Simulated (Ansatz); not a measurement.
Crystals of one structure type (rock salt) and one family of elements, relaxed and computed with plane-wave PAW HSE06 (Ansatz code).

```
crystal  V (Å³/atom)  B₀ by P(V) fit (GPa)
-------  -----------  --------------------
LiF             8.06                  73.5
LiCl           16.72                  33.5
KF             19.35                     ?
LiBr           20.50                  27.0
KCl            31.93                  17.2
NaI            34.15                  15.8
RbCl           36.91                  15.0
```

Fit a straight line to ln B₀ against ln V and predict the withheld value.

Least squares on the 6 shown rows: ln B₀ = -1.05 × ln V + (6.478), with a scatter of 1 %. For KF this gives 29.0. The run itself gave 31.6, outside the scatter: the line misses something about this case.

All cells were relaxed under the symmetry of their starts (and spin orders); stability against distortions was not tested throughout. Spin–orbit coupling is left out wherever it is not named.

Potentials: the later of the program's two PAW sets.
